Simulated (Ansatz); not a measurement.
Consider the following.

TiO$_{2}$:
```cif
data_O16Ti8
_chemical_formula_sum 'Ti8 O16'
_space_group_name_H-M_alt 'C2/m'
_space_group_IT_number 12
_space_group_name_Hall '-C 2y'
_cell_length_a 12.18844
_cell_length_b 3.73304
_cell_length_c 6.56050
_cell_angle_alpha 90.000
_cell_angle_beta 107.006
_cell_angle_gamma 90.000
loop_
_space_group_symop_operation_xyz
  'x, y, z'
  '-x, -y, -z'
  '-x, y, -z'
  'x, -y, z'
  'x+1/2, y+1/2, z'
  '-x+1/2, -y+1/2, -z'
  '-x+1/2, y+1/2, -z'
  'x+1/2, -y+1/2, z'
loop_
_atom_site_label
_atom_site_type_symbol
_atom_site_symmetry_multiplicity
_atom_site_Wyckoff_symbol
_atom_site_fract_x
_atom_site_fract_y
_atom_site_fract_z
_atom_site_occupancy
Ti1 Ti 4 i 0.19449 0.00000 0.28272 1
Ti2 Ti 4 i 0.10061 0.00000 0.70962 1
O1 O 4 i 0.05832 0.00000 0.37048 1
O2 O 4 i 0.36153 0.00000 0.29418 1
O3 O 4 i 0.13302 0.00000 0.00369 1
O4 O 4 i 0.26397 0.00000 0.65299 1
```
(The calculation used a cell of 12 atoms; values per cell refer to that cell.)

This is the r²SCAN-relaxed structure.

**Question.** All from r²SCAN in the plane-wave PAW code Ansatz, unless another level is named. Give the hole effective mass.

**Answer.** 2.2, 4.3, 9.0 mₑ (principal values).

**Question.** Give the smallest direct gap on the standard path.

**Answer.** 3.41 eV.

**Question.** Predict the HSE06 gap on the r²SCAN cell.

**Answer.** 4.38 eV.

**Question.** And the weight of the valence-edge state by species (Voronoi cells)?

**Answer.** O 95 %, Ti 5 %.

**Question.** Predict the weight of the conduction-edge state by species (Voronoi cells).

**Answer.** Ti 85 %, O 15 %.

The first step of the workflow began from a Materials Project structure, measured or hypothetical; the Crystallography Open Database copy checked does not list it. It is not the phase usual at ambient conditions (space group No. 61, 136, 141). The r²SCAN relaxation kept the symmetry of its start; whether a distortion lowers the energy is not shown. The run is not spin-polarised.

Potentials: the later of the program's two PAW sets.
